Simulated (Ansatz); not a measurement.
**Vibrations of TiC (Fm-3m) by finite displacements**

```yaml
crystal:
  lattice:
    - [0.00000, 2.14676, 2.14676]
    - [2.14676, 0.00000, 2.14676]
    - [2.14676, 2.14676, 0.00000]
  atoms:
    - { symbol: Ti, position: [0.00000, 0.00000, 0.00000] }
    - { symbol: C, position: [0.50000, 0.50000, 0.50000] }
```

The conventional cell has a = 4.294 Å, b = 4.294 Å, c = 4.294 Å, α = 90.00°, β = 90.00°, γ = 90.00°. Around Ti (atom 1) lie 6 C at 2.15 Å. Around C (atom 2) lie 6 Ti at 2.15 Å.

Level of theory, where no other is named: PBEsol, all-electron LAPW in Ansatz 0.2.0, scalar-relativistic. k mesh 16×16×16, Fermi-Dirac smearing of 0.100 eV, basis error target 0.5 meV/atom. The cell was relaxed by PAW under this functional.

Atoms are displaced by 0.01 Å in the smallest supercells that hold the wave vectors of a 2×2×2 mesh. Negative values stand for unstable modes.

Task: What are the phonon energies at the solved wave vectors, in THz?

Result: 

```tsv
q	point	modes (THz)
0.000 0.000 0.000	Gamma	16.24 (×3)
0.500 0.000 0.000	L	8.10 (×2), 13.79, 17.54 (×2), 21.94
0.500 0.500 0.000	X	8.90 (×2), 11.04, 16.13 (×2), 18.04
```

Task: Is the structure dynamically stable at these wave vectors?

Result: Yes, no mode is unstable there; wave vectors off this mesh aren't tested.

Task: How do the optical zone-centre modes decompose, and which are active?

Result: Point group m-3m: Γ_opt = T1u.

```json
{"label": "T1u", "THz": "16.24", "activity": "IR", "mostly": "C (80 %)"}
```

In a metal the activity is that of symmetry alone; free carriers screen the infrared modes.

Task: How well do frozen-core PAW files reproduce these all-electron values?

Result: With a cutoff of 420 eV and displacements of 0.0025 Å, the r.m.s. difference over the modes is 0.2 cm⁻¹; the largest difference is 601.5 (PAW) against 601.8 cm⁻¹ (LAPW).

Task: The cell is scaled evenly to 19.193 and 20.381 Å³ (from 19.787), with free atoms relaxed and the shape held. What are the mode Grüneisen parameters γ = −d ln ω/d ln V?

Result: For the highest mode, 756.6 cm⁻¹ in the small cell and 707.9 in the large one give γ ≈ 1.11. From the change of the dynamical matrix on each mode:

```json
{"point": "Gamma", "cm⁻¹": "541.8", "γ": "1.85"}
{"point": "L", "cm⁻¹": "270.2", "γ": "2.13"}
{"point": "L", "cm⁻¹": "459.8", "γ": "1.32"}
{"point": "L", "cm⁻¹": "584.9", "γ": "1.43"}
{"point": "L", "cm⁻¹": "731.8", "γ": "1.11"}
{"point": "X", "cm⁻¹": "296.7", "γ": "1.43"}
{"point": "X", "cm⁻¹": "368.3", "γ": "1.67"}
{"point": "X", "cm⁻¹": "538.1", "γ": "1.69"}
{"point": "X", "cm⁻¹": "601.8", "γ": "1.33"}
```

Weighted by the modes' heat capacities at 300 K, the mean on this mesh is 1.64; it moves with the q mesh, and a coarse one overweights the zone boundary.

Keep in mind: responses of metals move with mesh and smearing; the frozen-core PAW files of the compared runs were fitted under PBE, their cores solved anew for this functional.
